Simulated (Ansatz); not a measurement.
Sc2Te3 with Sb replacing Sc: a run for the field gradients

```yaml
crystal:
  lattice:
    - [0.0, 5.8146, 12.30425]
    - [4.11115, 0.0, 12.30425]
    - [4.11115, 5.8146, 0.0]
  atoms:
    - { symbol: Sc, position: [0.66799, 0.66799, 0.83201] }
    - { symbol: Sc, position: [0.83201, 0.83201, 0.66799] }
    - { symbol: Sc, position: [0.58201, 0.58201, 0.41799] }
    - { symbol: Sc, position: [0.41799, 0.41799, 0.58201] }
    - { symbol: Sb, position: [0.99967, 0.99967, 0.50033] }
    - { symbol: Sc, position: [0.50033, 0.50033, 0.99967] }
    - { symbol: Sc, position: [0.25033, 0.25033, 0.74967] }
    - { symbol: Sc, position: [0.74967, 0.74967, 0.25033] }
    - { symbol: Te, position: [0.49593, 0.00407, 0.00407] }
    - { symbol: Te, position: [0.00407, 0.49593, 0.49593] }
    - { symbol: Te, position: [0.75407, 0.24593, 0.24593] }
    - { symbol: Te, position: [0.24593, 0.75407, 0.75407] }
    - { symbol: Te, position: [0.8333, 0.3332, 0.66698] }
    - { symbol: Te, position: [0.3332, 0.8333, 0.16652] }
    - { symbol: Te, position: [0.16652, 0.66698, 0.3332] }
    - { symbol: Te, position: [0.66698, 0.16652, 0.8333] }
    - { symbol: Te, position: [0.4167, 0.9168, 0.58302] }
    - { symbol: Te, position: [0.9168, 0.4167, 0.08348] }
    - { symbol: Te, position: [0.08348, 0.58302, 0.9168] }
    - { symbol: Te, position: [0.58302, 0.08348, 0.4167] }
kpoints:
  mp_grid: { grid: [3, 3, 3] }
scf:
  occupations: { method: fermi_dirac, width: 0.01 }
  max_iter: 75
hamiltonian:
  xc: pbe
  pseudopotentials: { kind: paw }
output:
  forces: true
  stress: true
  populations: true
  efg:
    quadrupole_moments_barn: { Sc: -0.22, Sb: -0.543 }
    contact_densities: true
basis:
  ecutwfc: "30 meV"
```

```sh
ansatz run input.yaml --threads 1 --pin off --max-ram 3072MiB --backend cpu --events-out ev --progress --plain --runs-dir out
```

(1) Does this calculation finish, and if not, why?

## Answers

(1) The input was rejected before any iteration. The input holds a cutoff in the wrong unit. The program says:

```
Error: inconsistent input (basis.ecutwfc, kpoints): the smallest per-k basis holds n_pw = 0 plane waves (k-point 1, counted from 0 among those solved) but the deck needs at least 143 band(s) per channel, and no run solves more bands than the smallest per-k basis has plane waves; raise basis.ecutwfc until the smallest per-k basis, which caps the automatic band count, holds at least 143 plane waves
```

Against a sound input the change was `basis.ecutwfc`: not typed → 30 meV; `scf.max_iter`: not typed → 75.

With the sound settings the run converges and gives V_zz (10²¹ V/m²) Sc1 -1.05 (η 0.49), Sc2 -0.91 (η 0.27), Sc3 -1.35 (η 0.42), Sc4 -0.93 (η 0.80), Sb 7.35 (η 0.05), Sc6 1.68 (η 0.44), among others; a site carries the number of its first atom in the input. The defect repeats with the cell of 20 atoms, so it feels its images: sites between two images don't show the values beside a lone defect, and zeros or small values of η there can come from the images' arrangement. Sc and Te carry a gradient in the pure host already, so the values there aren't the defect's effect alone. Without spin–orbit coupling the gradients at and beside Te can be off by some per cent, at some sites by more. With these PAW files V_zz is typically within 2 to 3 % of all-electron values, but misses above 10 % occur on Sb. With a gap of 0.2 eV on this mesh, small gradients can still move by 0.1 × 10²¹ V/m² or more as the k-mesh gets denser. The neighbours have not yet relaxed around the defect (largest force 0.72 eV/Å), so a real crystal will differ.
